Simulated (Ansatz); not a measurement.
Theory: Ansatz, DFT PBE, scalar-relativistic, plane waves, PAW. Settings: cutoff 420 eV, Γ-centred meshes spaced at most about 0.3 Å⁻¹, and about 0.25 Å⁻¹ or finer for metals (2π included), Gaussian smearing. No spin polarisation in the final relaxations.

These are static total energies at zero pressure.

Two relaxed structures of LaYN2:

A.

Space group P6mm (No. 183). a = 3.707 Å, b = 3.707 Å, c = 6.633 Å, α = 90.00°, β = 90.00°, γ = 120.00°
```tsv
atom	site	symmetry	x	y	z
La	1a	6mm	0.0000	0.0000	0.7135
Y	1a	6mm	0.0000	0.0000	0.1548
N	2b	3m.	0.3333	0.6667	0.9456
```

B.

Space group P-3m1 (No. 164). a = 3.531 Å, b = 3.531 Å, c = 6.228 Å, α = 90.00°, β = 90.00°, γ = 120.00°
| atom | site | symmetry | x | y | z |
| --- | --- | --- | --- | --- | --- |
| La | 1b | -3m. | 0.0000 | 0.0000 | 0.5000 |
| Y | 1a | -3m. | 0.0000 | 0.0000 | 0.0000 |
| N | 2d | 3m. | 0.3333 | 0.6667 | 0.7646 |

Question: Which would you expect to be lower, and how large is the difference?

Answer: B is lower, by 1.24 eV/atom. A has space group P6mm (No. 183), 19.7 Å³/atom and no gap on its mesh; B has space group P-3m1 (No. 164), 16.8 Å³/atom and a gap of 0.07 eV. The denser one is the lower, and pressure would at first widen the difference. In A, La is surrounded by 6 N at 2.64 Å, 1 Y at 2.93 Å, 1 Y at 3.71 Å and 6 La at 3.71 Å; Y has 6 N at 2.55 Å, 1 La at 2.93 Å, 1 La at 3.71 Å and 6 Y at 3.71 Å; around N lie 3 N at 2.14 Å, 3 Y at 2.55 Å and 3 La at 2.64 Å. In B, around La lie 6 N at 2.62 Å and 2 Y at 3.11 Å; around Y lie 6 N at 2.51 Å and 2 La at 3.11 Å; N is surrounded by 3 Y at 2.51 Å and 3 La at 2.62 Å. Both come from invented guesses.

Cells relaxed within their symmetry can be saddle points.
